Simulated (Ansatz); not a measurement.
## Squeezing and stretching AlRu

Reference cell: a structure deposited in the COD, whose atoms a relaxation with PBE at fixed cell left in place.

```
Al Ru
1.0
     2.99160    0.00000    0.00000
     0.00000    2.99160    0.00000
     0.00000    0.00000    2.99160
Al Ru
1 1
Direct
  0.00000 0.00000 0.00000
  0.50000 0.50000 0.50000
```

Atom numbers follow the list; atoms alike are taken as one site, whose name carries the number of the first.

Method: Kohn–Sham DFT in Ansatz, PBE, plane waves and PAW, scalar-relativistic, 420 eV cutoff, Γ-centred 16×16×16 k-points, Fermi–Dirac smearing 0.05 eV.

The cell is scaled uniformly, and the ions relax again at each size.

| V/V₀ | pressure (GPa) |
| --- | --- |
| 0.94 | ? |
| 0.96 | 12.2 |
| 0.98 | 7.1 |
| 1.00 | 2.6 |
| 1.02 | -1.5 |
| 1.04 | -5.1 |
| 1.06 | -8.4 |

Q: Estimate the row at V/V₀ = 0.94 and the bulk modulus.

A: pressure (GPa): 17.8. Worked: a parabola in ln(V/V₀) through the other 6 rows gives 17.7 GPa there. It crosses zero pressure at V/V₀ = 1.013, the equilibrium volume of this functional, where the bulk modulus is B = −dP/d ln V = 204 GPa.
